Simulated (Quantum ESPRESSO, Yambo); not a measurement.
CdO2H2 (space group P1, No. 1): one geometry, one set of PBEsol (Quantum ESPRESSO, PseudoDojo norm-conserving, 102 Ry, no spin-orbit coupling) orbitals, self-energies from Yambo (4×2×2 Γ-centred k mesh, bands 9 to 200 and a 8 Ry block in the screening, 200 bands in G with the Bruneval-Gonze terminator, plasmon pole fitted at 27.2 eV).

```
level                                                        gap (0, 0, -0.5) → Γ (eV)  direct gap at Γ (eV)
-----------------------------------------------------------  -------------------------  --------------------
PBEsol (Quantum ESPRESSO)                                                         1.65                  1.74
exchange only (Hartree-Fock self-energy on PBEsol orbitals)                      11.25                 11.41
static COHSEX@PBEsol                                                                 ?                     ?
G0W0@PBEsol, plasmon pole                                                            ?                     ?
```

Some entries are withheld; supply them.


- static COHSEX@PBEsol, gap (0, 0, -0.5) → Γ (eV): 4.20
- static COHSEX@PBEsol, direct gap at Γ (eV): 4.34
- G0W0@PBEsol, plasmon pole, gap (0, 0, -0.5) → Γ (eV): 3.37
- G0W0@PBEsol, plasmon pole, direct gap at Γ (eV): 3.51

Bare exchange has no screening and gives the widest gap; static COHSEX screens it but leaves out the frequency dependence, which G0W0 restores.

Nearest settings tried, and what they do to the gap: 133 bands in G: +2 meV; 100 bands in W: +139 meV; 2 Ry block (41 vectors against 257): +140 meV. Not varied: mesh. So the settings aren't converged at that level.

Geometry of the Materials Project entry, not relaxed at this level; primitive cell a = 3.4337 Å, b = 5.7024 Å, c = 6.0529 Å, α = 117.45°, β = 105.77°, γ = 91.21°.

The structure is a Materials Project entry; no match was found in the copy of COD used, and its stability was not checked.
